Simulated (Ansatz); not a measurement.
Trial structure of Lu₃SbO₆, not yet relaxed:

```cif
data_structure
_symmetry_space_group_name_H-M 'P 1'
_symmetry_Int_Tables_number 1
_cell_length_a 5.9376
_cell_length_b 5.9376
_cell_length_c 5.9376
_cell_angle_alpha 60.000
_cell_angle_beta 60.000
_cell_angle_gamma 60.000
_cell_volume 148.02
loop_
_atom_site_label
_atom_site_type_symbol
_atom_site_fract_x
_atom_site_fract_y
_atom_site_fract_z
_atom_site_occupancy
Lu1 Lu 0.25000 0.25000 0.25000 1
Lu2 Lu 0.75000 0.75000 0.75000 1
Lu3 Lu 0.50000 0.50000 0.50000 1
Sb1 Sb 0.00000 0.00000 0.00000 1
O1 O 0.77650 0.22350 0.22350 1
O2 O 0.22350 0.77650 0.77650 1
O3 O 0.22350 0.77650 0.22350 1
O4 O 0.77650 0.22350 0.77650 1
O5 O 0.22350 0.22350 0.77650 1
O6 O 0.77650 0.77650 0.22350 1
```

These are results of DFT PBE, scalar-relativistic, plane waves, PAW in Ansatz, not measurements. Plane waves to 420 eV, a k mesh through Γ of 4×4×4 on the computed 10-atom cell and Gaussian smearing (0.10 eV); no spin polarisation.

Energies over the elements count from the elements' standard structures at the same level (O₂ as a molecule), with no fitted energy shifts.

Problem. How far from equilibrium is it?

Solution. The pressure is 2.7 GPa (it wants to expand), the largest force is 4.99 eV/Å, and the energy is −1.73 eV/atom against the elements. The shortest distance is 1.88 Å.

Problem. Is it a good guess?

Solution. A rough one: relaxing gains about 0.21 eV/atom (the start's value is from the coarse mesh, so the gain is rough) in 11 ionic steps and ends at −1.94 eV/atom on the finer mesh. The symmetry stays Fm-3m (No. 225). The volume per atom shrinks by 3.2 %, from 14.8 to 14.3 Å³. The shortest distance goes from 1.88 Å (Sb–O) to 2.01 Å (Sb–O). Conventional cell: a = 8.307 Å. Lu on a site of symmetry -43m has 12 O at 2.94 Å; Sb is surrounded by 6 O at 2.01 Å; O has 1 Sb at 2.01 Å, 1 Lu at 2.15 Å, 4 O at 2.84 Å and 4 Lu at 2.94 Å; 1 more site not described.

The last run used an 8×8×8 mesh for its 10-atom cell and Gaussian smearing of 0.10 eV. These runs have no spin–orbit coupling, which can matter for Sb. The relaxation can't lower the symmetry of the start, and the grade says only how near the guess is to its own end. A structure relaxed within its symmetry needn't be a true minimum.
